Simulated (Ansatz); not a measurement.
GaAs (zinc blende)

```
CELL_PARAMETERS angstrom
      0.00000     5.74558     5.74558
      2.87279     0.00000     2.87279
      2.87279     2.87279     0.00000
ATOMIC_POSITIONS crystal
  As 0.37500 0.75000 0.75000
  As 0.87500 0.75000 0.75000
  Ga 0.00000 0.00000 0.00000
  Ga 0.50000 0.00000 0.00000
```

Scan: atom 3 (Ga, nearest neighbour As at 2.488 Å; its periodic images, 4.1 Å or more away, move with it) is displaced along Cartesian x, direction (1.000, 0.000, 0.000) in Cartesian axes, by s. The other atoms stay.

The numbers are results of PBE (plane waves to 420 eV, PAW, scalar-relativistic; Ansatz, a quantum-chemistry and plane-wave program), not measurements. k mesh 4×8×8 (Γ-centred), Fermi-Dirac smearing 0.05 eV. Energies are smeared free energies. As the smearing reaches across the gap at some points, energies and forces of such displacements shift with the k mesh and the smearing. GaAs was relaxed with its symmetry unable to fall. The zero of ΔE is the undisplaced structure. The last digit holds for this mesh only.

| s (Å) | ΔE (meV/cell) |
|---|---|
| -0.750 | 1962.4 |
| -0.600 | 1351.9 |
| -0.450 | 807.2 |
| -0.300 | 374.4 |
| -0.150 | withheld |
| 0.000 | 0.0 |
| 0.150 | 97.1 |
| 0.300 | 382.0 |
| 0.450 | 831.2 |
| 0.600 | 1401.0 |
| 0.750 | 2034.6 |

**Question.** Fit a polynomial form (powers 2, 3, 4) to the given rows and predict ΔE at s = -0.150.

**Answer.** Least squares on the 10 given rows: ΔE = (4316)·s² + (92.99)·s³ + (-1358)·s⁴, in meV/cell with s in Å; root-mean-square residual 3.07 meV/cell. At -0.150 the fit gives 96.1 meV/cell; the calculation gives 95.9 meV/cell, so the interpolation is off by 0.2 (+0.2 %). The quadratic term alone would give 97.1 meV/cell.

(A displaced cell: forces are minus the slopes of the energy, force constants its curvatures, and phonons follow from these.)
